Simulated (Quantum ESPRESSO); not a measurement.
pw.x input (Quantum ESPRESSO 7.5; LDA, PseudoDojo standard norm-conserving files, scalar-relativistic):

```
&CONTROL
  calculation = 'scf'
  pseudo_dir = './pseudo'
  outdir = './out'
  tprnfor = .true.
  tstress = .true.
/
&SYSTEM
  ibrav = 0
  nat = 10
  ntyp = 3
  ecutwfc = 86.0
  ecutrho = 344.0
  occupations = 'smearing'
  smearing = 'fd'
  degauss = 0.002
  nbnd = 60
/
&ELECTRONS
  conv_thr = 1e-09
/
ATOMIC_SPECIES
O 15.9990 O.upf
Ag 107.8682 Ag.upf
Ta 180.9479 Ta.upf
CELL_PARAMETERS angstrom
  2.787829956000   1.609554376000   4.644447000000
 -2.787829956000   1.609554376000   4.644447000000
  0.000000000000  -3.219108751000   4.644447000000
ATOMIC_POSITIONS crystal
O   0.806530000000   0.693470000000   0.250000000000
O   0.193470000000   0.306530000000   0.750000000000
O   0.250000000000   0.806530000000   0.693470000000
O   0.750000000000   0.193470000000   0.306530000000
O   0.693470000000   0.250000000000   0.806530000000
O   0.306530000000   0.750000000000   0.193470000000
Ag   0.750000000000   0.750000000000   0.750000000000
Ag   0.250000000000   0.250000000000   0.250000000000
Ta   0.000000000000   0.000000000000   0.000000000000
Ta   0.500000000000   0.500000000000   0.500000000000
K_POINTS automatic
6 6 6 0 0 0
```

End of the output:

```

[...]
     the Fermi energy is    11.1640 ev
!    total energy              =   -1079.21357186 Ry
     estimated scf accuracy    <          3.1E-10 Ry
     smearing contrib. (-TS)   =      -0.00000000 Ry
     internal energy E=F+TS    =   -1079.21357186 Ry
     The total energy is F=E-TS. E is the sum of the following terms:
     one-electron contribution =    -381.81572935 Ry
     hartree contribution      =     242.61046632 Ry
     xc contribution           =    -199.90211921 Ry
     ewald contribution        =    -740.10618961 Ry
     convergence has been achieved in  13 iterations
     Forces acting on atoms (cartesian axes, Ry/au):
     atom    1 type  1   force =    -0.00081223   -0.00000000   -0.00000000
     atom    2 type  1   force =     0.00081223   -0.00000000   -0.00000000
     atom    3 type  1   force =     0.00040611   -0.00070341    0.00000000
     atom    4 type  1   force =    -0.00040611    0.00070341   -0.00000000
     atom    5 type  1   force =     0.00040611    0.00070341   -0.00000000
     atom    6 type  1   force =    -0.00040611   -0.00070341    0.00000000
     atom    7 type  2   force =    -0.00000000    0.00000000    0.00000000
     atom    8 type  2   force =     0.00000000   -0.00000000   -0.00000000
     atom    9 type  3   force =     0.00000000   -0.00000000   -0.00000000
     atom   10 type  3   force =    -0.00000000    0.00000000    0.00000000
     Total force =     0.001990     Total SCF correction =     0.000002
     Computing stress (Cartesian axis) and pressure
          total   stress  (Ry/bohr**3)                   (kbar)     P=     -150.78
  -0.00104889   0.00000000   0.00000000         -154.30        0.00        0.00
  -0.00000000  -0.00104889   0.00000000           -0.00     -154.30        0.00
   0.00000000   0.00000000  -0.00097727            0.00        0.00     -143.76
```
In a gapped system the printed Fermi energy is only some level inside the gap.

Spin-orbit coupling is not included.

Geometry of the Materials Project entry, not relaxed at this level.
